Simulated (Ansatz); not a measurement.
As2Se: how the energy converges with the cutoff

As2Se, I4_1/amd, a = 7.059 Å, c = 5.307 Å. The structure is a Materials Project entry; whether it is the stable form wasn't checked. Ansatz: PBEsol, PAW, cutoff varied, Γ-centred 8×8×8 mesh on 6 atoms, Gaussian smearing 0.10 eV; no spin polarisation. Single points at one geometry, the cutoff alone changed; ΔE is the energy at zero smearing over the run at 850 eV (runs within 0.3 meV/atom of it are left out). The runs up to 380 eV lie under the cutoff recommended for these PAW datasets.

| cutoff (eV) | ΔE (meV/atom) |
| --- | --- |
| 150 | 20068.99 |
| 200 | 4089.56 |
| 250 | 585.90 |
| 300 | 50.62 |
| 350 | 3.76 |
| 380 | 1.54 |
| 420 | ? |
| 460 | 0.59 |

Assume ΔE falls exponentially with the cutoff, fit y = ln ΔE against x, the cutoff in eV, to the other rows, and predict the missing value.

y = 9.907, 8.316, 6.373, 3.924, 1.324, 0.432, -0.528. Means x = 298.6, y = 4.2497; Σ(Δx)² = 69486, ΣΔxΔy = -2578; the slope is their ratio. y = 15.33 − 0.03709 x, a factor of ten per 62 eV. At 420 eV this gives ΔE = 0.78 meV/atom. The run gave 0.96, a ratio of 0.81. Between neighbouring rows the decay runs from a factor of ten per 44 eV to one per 195 eV, so one exponential is only a rough guide.